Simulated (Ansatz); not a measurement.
## From the elastic tensor of TiRh3 to moduli and sound speeds

The calculation used DFT LDA, scalar-relativistic, plane waves, PAW in Ansatz. Plane waves to 420 eV; Γ-centred k mesh 12×12×12; Fermi-Dirac smearing of 0.15 eV. No spin polarisation.

The structure is cubic, space group Pm-3m (No. 221). Conventional cell: a = 3.773 Å, b = 3.773 Å, c = 3.773 Å, α = 90.00°, β = 90.00°, γ = 90.00°. Around Ti (site symmetry m-3m) lie 12 Rh at 2.67 Å. Rh (site symmetry 4/mmm) has 4 Ti at 2.67 Å and 8 Rh at 2.67 Å as nearest neighbours.

In a metal, frequencies and elastic constants depend on the k mesh and the smearing, soft modes and shear constants most.

Relaxed-ion constants (GPa, on the Cartesian axes of the calculation):
C11 = 402.8, C12 = 212.3, C13 = 212.3, C22 = 402.8, C23 = 212.3, C33 = 402.8, C44 = 194.3, C55 = 194.3, C66 = 194.3 GPa; the others vanish.

Density 11.025 g/cm³; 4 atoms in 53.71 Å³.

The values that follow are for a polycrystal of randomly turned grains, by Hill's mean where one number stands.

```json
{
 "Bulk modulus, Voigt / Reuss / Hill": "275.8 / 275.8 / 275.8 GPa",
 "Shear modulus, Voigt / Reuss / Hill": "154.7 / 137.2 / 146.0 GPa",
 "Young's modulus": "372 GPa",
 "Poisson ratio": "0.275",
 "Pugh ratio B/G": "1.89 (over 1.75, the rule of thumb for ductile)",
 "Universal anisotropy index": "0.64",
 "Longitudinal and transverse sound speeds": "6532 and 3639 m/s",
 "Debye temperature from the mean sound speed": "508 K"
}
```

Cost: 1 run of about 2.2 core-minutes, on Arm Neoverse V1 (shared hosts).